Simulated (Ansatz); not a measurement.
# TlSn: energy along a strain

TlSn, P4/mmm, a = 3.615 Å, c = 4.375 Å (as given, not relaxed at this level: -1.7 GPa). The structure is a COD entry; whether it is the stable form wasn't checked. Ansatz: PBEsol, PAW, 420 eV, Γ-centred 14×14×12 mesh on 2 atoms, Gaussian smearing 0.15 eV; no spin polarisation. Cell vectors (Å): 3.615 0.000 0.000; 0.000 3.615 0.000; 0.000 0.000 4.375. The cell is strained by x per cent times the pattern (1 -1 0 0 0 0) in the order xx yy zz yz xz xy (engineering shears), with fractional coordinates held. y is the free energy over the start, V0 = 28.582 Å³/atom. Symmetry makes y even in x. Points with a strain past 8.5 % were computed too (2) and aren't used here.

```tsv
x (%)	y (meV/atom)
-5.00	5.81
0.00	0.00
1.25	0.47
2.50	1.69
3.75	3.47
6.25	8.46
7.50	?
```

**Question.** Fit y = c2 x² + c4 x⁴ to the other rows, get the stiffness along the pattern, and predict the missing energy.

**Answer.** Least squares on the rows shown. y = 0.2657 x² − 0.001269 x⁴. The clamped-ion stiffness p·C·p = 2 × 2.657 eV × 160.2 / 28.582 Å³ = 30 GPa (second derivative at the start, which stands under stress). With a term in x⁶ added, the coefficient of x² becomes 0.2810, 6 % more, which shows how far this figure hangs on the form. At x = 7.50 the fit asked for gives 10.93 meV/atom. The run gave 11.77 meV/atom, so the fit is 0.84 meV/atom too low, 7.1 % of the span of the series, against an rms of 0.05 meV/atom on the fitted rows. The row lies outside the fitted range. With a term in x⁶ added, a fit to the same known rows predicts 11.86 meV/atom, so most of the miss is curvature that the known rows already hold.

Spin–orbit coupling is left out, which can shift energies with elements as heavy as these.